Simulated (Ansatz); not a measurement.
## Sr (Im-3m), two-dimensional strain map

Method: DFT LDA, scalar-relativistic, plane waves, PAW (Ansatz). Cutoff 420 eV, Γ-centred 14×14×14 k-points, Gaussian smearing of 0.15 eV. No spin polarisation. Energies are free energies at this smearing, counted from the undisturbed cell; pressure is positive in compression.

Reference structure (as given, not relaxed at this level; it stands at -1.8 GPa; this bcc form isn't the usual structure):

```xyz
1
Lattice="-2.4250 2.4250 2.4250 2.4250 -2.4250 2.4250 2.4250 2.4250 -2.4250" Properties=species:S:1:pos:R:3 pbc="T T T"
Sr    0.0000    0.0000    0.0000
```

The cell is strained by p along both x and y and by q along z, fractional coordinates fixed. Points are written (p, q).

Energy above the undisturbed cell in meV/atom (a dash: not computed):

| p \ q | -0.030 | -0.015 | 0.000 | 0.015 | 0.030 |
| --- | --- | --- | --- | --- | --- |
| -0.030 | -45.4 | -39.7 | -33.2 | -26.0 | -18.3 |
| -0.015 | ? | – | ? | – | -0.3 |
| 0.000 | ? | -9.4 | 0.0 | 10.0 | 20.4 |
| 0.015 | 0.0 | – | ? | – | 43.5 |
| 0.030 | 20.3 | 31.5 | 43.3 | – | 68.6 |

(1) Fill in the withheld energies.

## Answers

(1) (-0.015, -0.030): -33.2; (-0.015, 0.000): -18.0; (0.000, -0.030): -18.0; (0.015, 0.000): 20.6.